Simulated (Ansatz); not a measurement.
BN:
```cif
data_B4N4
_chemical_formula_sum 'B4 N4'
_space_group_name_H-M_alt 'P63/mmc'
_space_group_IT_number 194
_space_group_name_Hall '-P 6c 2c'
_cell_length_a 2.49821
_cell_length_b 2.49821
_cell_length_c 13.74279
_cell_angle_alpha 90.000
_cell_angle_beta 90.000
_cell_angle_gamma 120.000
loop_
_atom_site_label
_atom_site_type_symbol
_atom_site_symmetry_multiplicity
_atom_site_Wyckoff_symbol
_atom_site_fract_x
_atom_site_fract_y
_atom_site_fract_z
_atom_site_occupancy
B1 B 4 f 0.33333 0.66667 0.12020 1
N1 N 4 f 0.66667 0.33333 0.12026 1
```

Relaxed with r²SCAN+D4.

### Question
Give the optical modes at the zone centre with their infrared and Raman activity from DFPT, r²SCAN+D4 (plane waves, PAW; program Ansatz).

### Answer
Transverse frequencies, without the LO–TO term; a row sums one degenerate level.

| ω (cm⁻¹) | degeneracy | IR ((D/Å)²/amu) | Raman (Å⁴/amu) | activity | symmetry |
|---|---|---|---|---|---|
| 34i | 2 | 0.00 | 0 | silent | E2u |
| 6 | 2 | 0.00 | 0.56 | Raman | E1g |
| 34 | 2 | 0.00 | 0 | silent | E2g |
| 78 | 1 | 0.00 | 0 | silent | B2u |
| 87 | 1 | 0.00 | 0 | silent | B1g |
| 117 | 1 | 0.00 | 0.36 | Raman | A1g |
| 777 | 1 | 7.33 | 0 | IR | A2u |
| 825 | 1 | 0.00 | 1.2 | Raman | A1g |
| 826 | 1 | 0.00 | 0 | silent | B1g |
| 829 | 1 | 0.00 | 0 | silent | B2u |
| 1374 | 2 | 0.00 | 0 | silent | E2u |
| 1374 | 2 | 0.00 | 0.39 | Raman | E1g |
| 1375 | 2 | 223.29 | 0 | IR | E1u |
| 1375 | 2 | 0.00 | 850 | Raman | E2g |

### Question
How high does the top mode go among those that the LO–TO term moves?

### Answer
1622 cm⁻¹ for q along x, 1622 cm⁻¹ for q along y, 830 cm⁻¹ for q along z.

Space group P6_3/mmc. The cell is a constructed one: a structure type filled with these elements. Its sites differ from those of the usual phase in this space group: another stacking or structure type. Symmetry was held in the r²SCAN+D4 relaxation; phonons on a q-mesh show weakly imaginary modes. The volume moved by 56 % from the start of the relaxation.

Potentials: the later of the program's two PAW sets.
